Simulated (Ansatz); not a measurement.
## MgPtI in Ansatz, settings compared

The input file (Ansatz 0.2.0, plane waves):

```yaml
crystal:
  lattice:
    - [8.120706, 0.0, 0.0]
    - [-4.060353, 7.03274, 0.0]
    - [0.0, 0.0, 4.462918]
  atoms:
    - { symbol: Pt, position: [0.3333, 0.6667, 0.5] }
    - { symbol: Pt, position: [0.6667, 0.3333, 0.5] }
    - { symbol: Mg, position: [0.2414, 0.0, 0.5] }
    - { symbol: Mg, position: [0.7586, 0.7586, 0.5] }
    - { symbol: Mg, position: [0.0, 0.2414, 0.5] }
    - { symbol: Pt, position: [0.0, 0.0, 0.0] }
    - { symbol: I, position: [0.58663, 0.0, 0.0] }
    - { symbol: I, position: [0.41337, 0.41337, 0.0] }
    - { symbol: I, position: [0.0, 0.58663, 0.0] }
  symmetry: { tolerance: 0.0003 }
kpoints:
  mp_grid: { grid: [3, 3, 4], shift: [0, 0, 0] }
magnetization:
  spin_polarized: false
scf:
  occupations: { method: fermi_dirac, width: 0.0135 }
hamiltonian:
  pseudopotentials: { kind: paw }
  xc: r2scan
basis:
  ecutwfc: 500
output:
  forces: true
  stress: true
  eigenvalues: true
  write_density: true
  write_potential: true
  elf: true
  volumetric_format: npy
```

The command:

```bash
ansatz run input.yaml --threads 1 --pin off --max-ram 2560MiB --backend cpu --events-out ev --progress --plain --runs-dir out
```

Origin of the cell: a known structure type with other elements, at an estimated volume, so it need not be a known compound.

Output of this run (shortened):

```
SCF iter   1: F=—  HF=-65972.348695 eV  Δρ=1.37e-2  dr2=8.20e-1  dr2_τ=4.40e-2  defer=8
SCF iter   2: F=—  HF=-65972.256728 eV  Δρ=5.53e-3  dr2=9.92e-2  dr2_τ=4.22e-2  defer=59
SCF iter   3: F=—  HF=-65972.263410 eV  Δρ=3.34e-3  dr2=5.09e-2  dr2_τ=1.44e-3  defer=59
SCF iter   4: F=—  HF=-65972.261405 eV  Δρ=2.31e-3  dr2=2.60e-2  dr2_τ=1.86e-3  defer=59
SCF iter   5: F=—  HF=-65972.257984 eV  Δρ=8.32e-4  dr2=2.12e-3  dr2_τ=1.02e-4  defer=59
SCF iter   6: F=—  HF=-65972.258040 eV  Δρ=2.95e-4  dr2=5.48e-4  dr2_τ=1.35e-5  defer=59
SCF iter   7: F=—  HF=-65972.258052 eV  Δρ=9.18e-5  dr2=7.37e-5  dr2_τ=6.65e-7  defer=59
SCF iter   8: F=—  HF=-65972.258267 eV  Δρ=3.23e-5  dr2=9.20e-6  dr2_τ=1.14e-7  defer=59
SCF iter   9: F=—  HF=-65972.258267 eV  Δρ=1.65e-5  dr2=2.51e-6  dr2_τ=6.65e-8  defer=59
SCF iter  10: F=—  HF=-65972.258266 eV  Δρ=5.50e-6  dr2=2.54e-7  dr2_τ=3.76e-9  defer=59
SCF iter  11: F=-65972.258266 eV  HF=-65972.258266 eV  Δρ=2.59e-6  dr2=2.55e-8  dr2_τ=1.41e-9
SCF 1 converged in 11 iterations: F = -65972.258266 eV  dr2 = 2.55e-8
SCF converged after 11 iterations
Free energy (F): -65972.258266 eV
Harris-Foulkes:  -65972.258266 eV  (|F-HF|=6.14e-9)
Internal energy: -65972.251435 eV  (E = F + TS)
E sigma→0 (E₀):  -65972.254851 eV
Entropy (-TS):   -0.006832 eV (-0.759 meV/atom)
Fermi energy:    8.237897 eV
--- Per-component energies (eV) ---
  E_band       = -3310.269227
  E_kinetic    = 2694.542966
  E_local      = -17417.488503  (includes V_loc(G=0)·N_el)
  E_nonlocal   = 625.115183
  E_hartree    = 7266.313090
  E_xc         = -1181.428615
  E_vxc        = -1533.467768  (∫ρ·V_xc dr)
  E_paw        = -43846.647102  (= ΣΔE_a)
  E_vpaw       = -2309.696951  (= ΣTr[D̂ρ^β])
  E_aug_tail   = 0.000368  (compensation charges beyond the density's cutoff)
  E_vtau       = 98.088763  (kinetic-family band-sum trace: ∫τ·v_τ [+ j·A + Jᵃ·Aᵃ] dr)
  E_ewald      = -14112.104872
  E_core_change = -0.553949  (= ΣΔE_core)
  E_smearing   = -0.006832  (= −TS)
  Σ components = -65972.258266   (vs F -65972.258266, Δ=0.00e0)
--- Forces (eV/Å), atoms counted from 1 ---
  atom   1  Pt     0.000000     0.000000     0.000000
[… 3 lines left out …]
  atom   5  Mg    -0.176541     0.305777     0.000000
  atom   6  Pt    -0.000000     0.000000     0.000000
  atom   7  I     -0.558360     0.000000     0.000000
  atom   8  I      0.279180     0.483554     0.000000
  atom   9  I      0.279180    -0.483554     0.000000
  max |Σ_I F_I| component: 3.33e-16 eV/Å
--- Stress (GPa, compression-positive) ---
       -8.762709       0.000000       0.000000
       -0.000000      -8.762709       0.000000
        0.000000       0.000000     -12.254455
  P = ⅓ Tr σ = -9.9266 GPa (-99.266 kbar)
```

The same input was run again with these changes:

1. `basis.ecutwfc` 500 → "200 eV"; `hamiltonian.pseudopotentials` { kind: paw } → { kind: nc, accuracy: standard }; `scf.occupations.width` 0.0135 → default; `scf.occupations.method` fermi_dirac → tetrahedron
2. `scf.occupations.width` 0.0135 → default; `scf.occupations.method` fermi_dirac → tetrahedron_uncorrected
3. `crystal.symmetry` { tolerance: 0.0003 } → { detect: false }; `scf.eigensolver.kind` default → davidson
4. `scf.mixing.preconditioner` default → local_kerker; `hamiltonian.dispersion` default → d4; `scf.n_extra_bands` default → 16

```tsv
run	end	SCF iterations	P (GPa)	max force component (eV/Å)	moment (μB)	ΔE(σ→0) (meV/atom)
base	converged	11	-9.93	0.558	–	0
1	converged	11	-8.42	0.976	–	–
2	converged	10	-9.92	0.472	–	16.86
3	converged	12	-9.93	0.559	–	0.00
4	converged	8	-10.53	0.557	–	–
```

Energies are compared only where functional, datasets, charge and starting cell are the same.

Not properties of the system: run 1 (too coarse or loose: `basis.ecutwfc` = "200 eV").

Caveats of the base run: no moments, though an odd count or open d shells may carry them; no spin-orbit coupling, though heavy elements are present; the k mesh is coarse if the cell is a metal.

Run 1: forces and stress under tetrahedra may miss the slope of the energy; the cutoff lies below the datasets' advice; the norm-conserving files were made for PBE, not for this functional.

Time of the base run: 66 s on 1 thread of Arm Neoverse V1, on a shared host, peak memory 1 GiB, from the program's own first density.
